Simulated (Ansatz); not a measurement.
A relaxed cell of BiPbCl₅ is given with its symmetry left out. The cell was found from a structure generator's guess, not taken from experiment.

Level of theory: DFT PBE, scalar-relativistic, plane waves, PAW (Ansatz 0.2.0). Cutoff 420 eV, Γ-centred mesh, Gaussian smearing, no spin polarisation.

```
Bi Pb Cl
1.0
     4.35281    0.00000    0.00000
    -0.04951    6.05719    0.00000
    -0.00505   -0.42102    9.11693
Bi Pb Cl
1 1 5
Direct
  0.00078 0.77799 0.48810
  0.49847 0.81994 0.92961
  0.99772 0.38987 0.38305
  0.99753 0.57252 0.74657
  0.50047 0.84118 0.29726
  0.50183 0.00739 0.65744
  0.00320 0.09112 0.99797
```

Formation energies are uncorrected and refer to the elements' standard structures at the same level (Cl₂ as a molecule).

Question: What space group does it have?

Answer: P1 (No. 1). Conventional cell: a = 4.353 Å, b = 6.057 Å, c = 9.127 Å, α = 92.6°, β = 90.0°, γ = 90.5°. Around Bi lie 1 Cl at 2.50 Å and 5 Cl at 2.72–2.98 Å; Pb is surrounded by 3 Cl at 2.77–2.79 Å, 2 Cl at 3.08–3.10 Å and 1 Cl at 3.35 Å; around Cl on its first site lies 1 Bi at 2.50 Å; around Cl on its second site lie 1 Bi at 2.72 Å and 2 Pb at 3.08–3.10 Å; 3 more sites not described.

Question: How far does it lie from the elements in energy?

Answer: −1.035 eV/atom. It lies below the elements, which doesn't yet make it stable against other compounds or structures.

Question: Is it a metal?

Answer: No, the gap on the 6×4×4 mesh is 3.23 eV.

The last run used a 6×4×4 mesh (in the run's order of axes) for its 7-atom cell and Gaussian smearing of 0.02 eV. No dispersion correction is applied, so the spacing and binding between layers, chains or molecules are poorly described. Spin–orbit coupling, which can matter for Bi and Pb, is left out. Kohn–Sham gaps at this level usually fall short of measured ones. The missing spin–orbit coupling can work the other way here. This cell was reached by moving the atoms of another relaxed cell at random and relaxing again, last within the group found; it had no such test of its own.
